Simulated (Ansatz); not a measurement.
## Li2Ca: pressure against volume

A database entry relaxed whole under r2SCAN (Fd-3m):

```xyz
6
Lattice="0.0000 4.4064 4.4064 4.4064 0.0000 4.4064 4.4064 4.4064 0.0000" Properties=species:S:1:pos:R:3 pbc="T T T"
Li    5.5080    5.5080    5.5080
Li    5.5080    3.3048    3.3048
Li    3.3048    3.3048    5.5080
Li    3.3048    5.5080    3.3048
Ca    0.0000    0.0000    0.0000
Ca    2.2032    2.2032    2.2032
```

The cell was scaled uniformly, its shape held, and the atoms relaxed at each volume with plane-wave PAW DFT (Ansatz 0.2.0; r2SCAN, 500 eV, 7×7×7 Γ-centred mesh, fermi-dirac occupations of width 0.100 eV; no spin, no spin-orbit coupling). One row is withheld.

```json
{"volume (Å³/atom)": "26.807", "energy over the lowest (meV/atom)": "5.4", "pressure (GPa)": "1.06"}
{"volume (Å³/atom)": "27.378", "energy over the lowest (meV/atom)": "2.3", "pressure (GPa)": "0.67"}
{"volume (Å³/atom)": "27.948", "energy over the lowest (meV/atom)": "0.5", "pressure (GPa)": "0.31"}
{"volume (Å³/atom)": "28.518", "energy over the lowest (meV/atom)": "0.0", "pressure (GPa)": "-0.01"}
{"volume (Å³/atom)": "29.089", "energy over the lowest (meV/atom)": "0.6", "pressure (GPa)": "-0.32"}
{"volume (Å³/atom)": "29.659", "energy over the lowest (meV/atom)": "?", "pressure (GPa)": "?"}
{"volume (Å³/atom)": "30.229", "energy over the lowest (meV/atom)": "4.8", "pressure (GPa)": "-0.84"}
```

Question: Fit the pressures of the other rows to the third-order Birch-Murnaghan form.

Answer: With f = [(V₀/V)^(2/3) − 1]/2 and P = 3B₀f(1 + 2f)^(5/2)[1 + 3(B₀′ − 4)f/2], least squares gives V₀ = 28.49 Å³ an atom, B₀ = 15.8 GPa and B₀′ = 3.4; the rows miss the fit by less than 0.01 GPa. The slope of the energies differs from these pressures by less than 0.05 GPa.

Question: What does the withheld row hold?

Answer: The fit gives -0.59 GPa at 29.659 Å³; the run gave -0.59 GPa and 2.2 meV an atom.

Caveats: the shape of the cell was held; 0 K, fixed nuclei; the symmetry was kept, and this need not be the phase that is stable at 0 K; one mesh for all volumes; pressure is positive in compression.
